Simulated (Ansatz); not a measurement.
Ir:
```cif
data_Ir4
_chemical_formula_sum 'Ir4'
_space_group_name_H-M_alt 'Fm-3m'
_space_group_IT_number 225
_space_group_name_Hall '-F 4 2 3'
_cell_length_a 3.81094
_cell_length_b 3.81094
_cell_length_c 3.81094
_cell_angle_alpha 90.000
_cell_angle_beta 90.000
_cell_angle_gamma 90.000
loop_
_atom_site_label
_atom_site_type_symbol
_atom_site_symmetry_multiplicity
_atom_site_Wyckoff_symbol
_atom_site_fract_x
_atom_site_fract_y
_atom_site_fract_z
_atom_site_occupancy
Ir1 Ir 4 a 0.00000 0.00000 0.00000 1
```
(The calculation used a cell of 1 atom; values per cell refer to that cell.)

Relaxed with LDA in the plane-wave PAW code Ansatz. Indices refer to the conventional cell of Fm-3m, a = b = c = 3.8109 Å, α = β = γ = 90.00°.

Simulate the powder diffraction pattern (Fe Kα, λ = 1.93735 Å; lines above 1 %) up to 2θ = 90°.

Simulated powder pattern, Fe Kα, λ = 1.93735 Å (kinematic, ideal powder, no thermal factors, no anomalous dispersion; the 30 strongest lines at most, above 1 %, up to 2θ = 90°):

```csv
2θ (°),d (Å),I/Imax (%),hkl
52.24,2.200,100,(111)
61.11,1.905,48,(200)
```

The LDA relaxation kept the symmetry of its start. The run is not spin-polarised. Spin–orbit coupling is left out wherever it is not named.

Potentials: the earlier of the program's two PAW sets. The files were generated under PBE; for other functionals the program regenerates the frozen cores, and for LDA and PBEsol the local potential too.
